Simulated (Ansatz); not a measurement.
VBiO₄:
```cif
data_Bi4O16V4
_chemical_formula_sum 'Bi4 V4 O16'
_space_group_name_H-M_alt 'I41/a :1'
_space_group_IT_number 88
_space_group_name_Hall 'I 4bw -1bw'
_cell_length_a 5.12131
_cell_length_b 5.12131
_cell_length_c 11.62144
_cell_angle_alpha 90.000
_cell_angle_beta 90.000
_cell_angle_gamma 90.000
loop_
_space_group_symop_operation_xyz
  'x, y, z'
  '-y, x+1/2, z+1/4'
  '-x+1/2, -y+1/2, z+1/2'
  'y+1/2, -x, z+3/4'
  '-x, -y+1/2, -z+1/4'
  'y, -x, -z'
  'x+1/2, y, -z+3/4'
  '-y+1/2, x+1/2, -z+1/2'
  'x+1/2, y+1/2, z+1/2'
  '-y+1/2, x, z+3/4'
  '-x, -y, z'
  'y, -x+1/2, z+1/4'
  '-x+1/2, -y, -z+3/4'
  'y+1/2, -x+1/2, -z+1/2'
  'x, y+1/2, -z+1/4'
  '-y, x, -z'
loop_
_atom_site_label
_atom_site_type_symbol
_atom_site_symmetry_multiplicity
_atom_site_Wyckoff_symbol
_atom_site_fract_x
_atom_site_fract_y
_atom_site_fract_z
_atom_site_occupancy
Bi1 Bi 4 a 0.00000 0.00000 0.00000 1
V1 V 4 b 0.00000 0.00000 0.50000 1
O1 O 16 f 0.25103 0.36092 0.07873 1
```
(The calculation used a cell of 12 atoms; values per cell refer to that cell.)

Relaxed with r²SCAN.

**Question.** Which orbitals make up the states near the band edges in r²SCAN (plane waves, PAW; program Ansatz)?

**Answer.** Top 1 eV of the valence band: O 2p 86 %, Bi 6s 8 %. Bottom 1 eV of the conduction band: V 3d 66 %, O 2p 21 %, Bi 6p 9 %. Projections are on Löwdin-orthogonalised atomic valence shells; empty p or d shells of many metals are not among them.

**Question.** Tabulate the density of states.

**Answer.** States/eV per cell of 12 atoms, in 0.25 eV bins, energy from the valence-band maximum.

```
E (eV)  total   O 2p  V 3d  Bi 6p
------  -----  -----  ----  -----
-7.85    0.00   0.00  0.00   0.00
-7.60    0.00   0.00  0.00   0.00
-7.35    0.00   0.00  0.00   0.00
-7.10    0.00   0.00  0.00   0.00
-6.85    0.00   0.00  0.00   0.00
-6.60    0.00   0.00  0.00   0.00
-6.35    0.00   0.00  0.00   0.00
-6.10    0.00   0.00  0.00   0.00
-5.85    0.00   0.00  0.00   0.00
-5.60    0.10   0.06  0.02   0.02
-5.35    3.31   2.09  0.61   0.57
-5.10    9.75   6.33  1.66   1.62
-4.85    9.92   6.67  1.61   1.49
-4.60    7.14   4.89  1.17   0.95
-4.35    5.74   4.06  0.96   0.60
-4.10    6.15   4.40  1.06   0.53
-3.85    9.88   7.04  1.92   0.59
-3.60   14.68  10.35  3.40   0.34
-3.35   14.99  11.04  3.09   0.27
-3.10   14.36  11.26  2.21   0.26
-2.85   10.46   8.67  1.09   0.22
-2.60   10.73   9.20  0.82   0.22
-2.35    6.86   5.79  0.51   0.16
-2.10    7.56   6.45  0.53   0.16
-1.85    6.43   5.60  0.37   0.14
-1.60   10.36   9.21  0.44   0.18
-1.35   11.12  10.06  0.44   0.12
-1.10   11.11  10.17  0.39   0.11
-0.85    9.42   8.58  0.30   0.10
-0.60    6.05   5.13  0.26   0.05
-0.35    2.65   2.06  0.12   0.02
-0.10    3.24   2.53  0.09   0.02
0.15     0.00   0.00  0.00   0.00
0.40     0.00   0.00  0.00   0.00
0.65     0.00   0.00  0.00   0.00
0.90     0.00   0.00  0.00   0.00
1.15     0.00   0.00  0.00   0.00
1.40     0.00   0.00  0.00   0.00
1.65     0.00   0.00  0.00   0.00
1.90     0.00   0.00  0.00   0.00
2.15     0.00   0.00  0.00   0.00
2.40     0.77   0.09  0.54   0.13
2.65     4.70   0.69  3.16   0.69
2.90     6.01   1.14  3.95   0.70
3.15     9.67   2.21  6.36   0.70
3.40    10.35   2.59  6.68   0.62
3.65     1.80   0.37  1.05   0.22
3.90     5.83   1.08  3.26   0.85
4.15     7.94   1.70  4.39   1.00
4.40     7.13   1.71  3.87   0.85
4.65     8.51   2.30  4.80   0.69
4.90    11.82   3.30  6.30   1.19
5.15     5.13   1.52  2.73   0.45
5.40     1.18   0.30  0.29   0.46
5.65     4.76   1.20  0.78   2.30
5.90     4.12   1.06  0.57   2.16
6.15     3.89   1.02  0.52   2.06
6.40     4.31   1.13  0.48   2.39
6.65     5.78   1.53  0.53   3.29
6.90     7.29   2.05  0.63   4.13
7.15     2.29   0.61  0.16   1.38
```

Space group I4_1/a. The r²SCAN relaxation kept the symmetry of its start. The workflow began spin-polarised and lost its moments. No Hubbard U is applied. Spin–orbit coupling is left out wherever it is not named.

Potentials: the later of the program's two PAW sets.
